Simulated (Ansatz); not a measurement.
Data:

CuSn:
Space group P6₃/mmc (No. 194); a = b = 4.074 Å, c = 4.922 Å, α = β = 90.00°, γ = 120.00°

| atom | site | symmetry | x | y | z |
|---|---|---|---|---|---|
| Cu | 2a | -3m. | 0.0000 | 0.0000 | 0.0000 |
| Sn | 2c | -6m2 | 0.3333 | 0.6667 | 0.2500 |

This is the LDA-relaxed structure.

Q: All from the program Ansatz at the LDA level (PAW), unless another level is named. Estimate the highest zone-centre frequency.

A: 244 cm⁻¹.

Q: Predict the bulk modulus (Birch–Murnaghan fit).

A: 101 GPa.

Space group P6_3/mmc (NiAs type). The workflow started from a Materials Project entry (that database holds measured and hypothetical structures alike); the Crystallography Open Database files this formula in space group No. 194, but the cells were not matched. Whether it is the stable phase at ambient conditions was not checked. The LDA relaxation kept the symmetry of its start; its stability against distortions is not shown here. The run is not spin-polarised. As this level gives no gap, phonon frequencies hold no LO–TO term and depend on the k-mesh and smearing (Fermi–Dirac, 0.1 eV here). Axis ratios of metals converge slowly with the k-mesh, so a and c are less sure than the volume. Spin–orbit coupling is left out wherever it is not named.

Potentials: the later of the program's two PAW sets.
